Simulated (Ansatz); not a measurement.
MoSi2 (MoSi2 type, space group I4/mmm)

```
CELL_PARAMETERS angstrom
     -1.59521     1.59521     3.91055
      1.59521    -1.59521     3.91055
      1.59521     1.59521    -3.91055
ATOMIC_POSITIONS crystal
  Mo 0.00000 0.00000 0.00000
  Si 0.33508 0.33508 0.00000
  Si 0.66492 0.66492 0.00000
```

The slice is a (001) plane (indices of the conventional cell) through the point (0.665, 0.665, 0.000) (fractional), spanned by u = [101] and v = [011] in vectors of this cell: u (3.19 Å) and v (3.19 Å, at 90° to u). It covers one period; positions are fractions (u, v).

Level of theory: PBEsol (plane waves to 420 eV, PAW, scalar-relativistic; Ansatz, a quantum-chemistry and plane-wave program). k mesh 20×20×20. These are valence fields of a PAW run, semicore shells included where kept as valence: close to a nucleus they are smooth pseudo fields. MoSi2 is run without spin polarisation. MoSi2 was relaxed with its symmetry unable to fall. The PAW data are Ansatz's earlier set.

### Question
Sketch the valence electron density on this plane as a map.

### Answer
```
v \ u  0.00  0.12  0.25  0.38  0.50  0.62  0.75  0.88
-----  ----  ----  ----  ----  ----  ----  ----  ----
0.92   -0.8  -0.6  -0.4  -0.6  -0.7  -0.6  -0.4  -0.6
0.83   -0.5  -0.4  -0.4  -0.6  -0.6  -0.6  -0.4  -0.4
0.75   -0.4  -0.4  -0.4  -0.5  -0.6  -0.5  -0.4  -0.4
0.67   -0.5  -0.5  -0.5  -0.5  -0.5  -0.5  -0.5  -0.5
0.58   -0.7  -0.6  -0.5  -0.5  -0.4  -0.5  -0.5  -0.6
0.50   -0.7  -0.7  -0.6  -0.4  -0.4  -0.4  -0.6  -0.7
0.42   -0.7  -0.6  -0.5  -0.5  -0.4  -0.5  -0.5  -0.6
0.33   -0.5  -0.5  -0.5  -0.5  -0.5  -0.5  -0.5  -0.5
0.25   -0.4  -0.4  -0.4  -0.5  -0.6  -0.5  -0.4  -0.4
0.17   -0.5  -0.4  -0.4  -0.6  -0.6  -0.6  -0.4  -0.4
0.08   -0.8  -0.6  -0.4  -0.6  -0.7  -0.6  -0.4  -0.6
0.00   -0.9  -0.7  -0.4  -0.6  -0.7  -0.6  -0.4  -0.7
```

Values: log₁₀ of the valence density in e/Å³. The scale is logarithmic, as a density can span decades between atoms and voids.
